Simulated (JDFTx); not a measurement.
```json
{
 "surface": "Si(111)",
 "bulk": "Si, Fd-3m, lattice of mp-149 (not re-optimised)",
 "slab": "8 atoms in 4 planes, (2×1), 4.1 Å between the outermost planes",
 "in-plane cell": "7.699 × 3.849 Å, 25.66 Å²",
 "cell_height": "22.9 Å",
 "sampling": "3×6×1 k mesh, Fermi smearing 0.003 Ha, no spin polarisation"
}
```

Both faces carry CH3 and Br (1.00 monolayer in all).

All numbers are PBE, GBRV ultrasoft potentials, plane waves to 20/100 Ha results from a modified build of JDFTx, not measurements. Each face has two sites a cell, capped by CH3 and CH3, CH3 and Br, or Br and Br, and relaxed in vacuum within the start's symmetry. The ionisation potential is minus the Kohn-Sham valence edge against vacuum. Energies are static: no zero-point or thermal terms.

```csv
caps,energy of the cell (eV),ionisation potential (eV)
all CH3,-1679.434,3.86
"half CH3, half Br",-2013.483,4.88
all Br,-2346.936,5.29
```

A calculation by hand: the mixing energy a site, and the change of the surface dipole a site on going from CH3 to Br.

The cell has four sites (two a face). Mixing energy: [-2013.483 − ½(-1679.434 + -2346.936)]/4 = -75 meV a site; no gas reference enters. Within this ordered cell the caps prefer to mix. The ionisation potential changes by 1.43 eV. Read as a dipole layer, ΔIP = 4π(e²/4πε₀) p/A with A = 12.83 Å² a site and e²/4πε₀ = 14.40 eV Å gives p = 0.101 e Å = 0.49 D a site, negative end outward where positive. This takes the valence edge to be the same kind of state under both caps, which surface states can spoil.
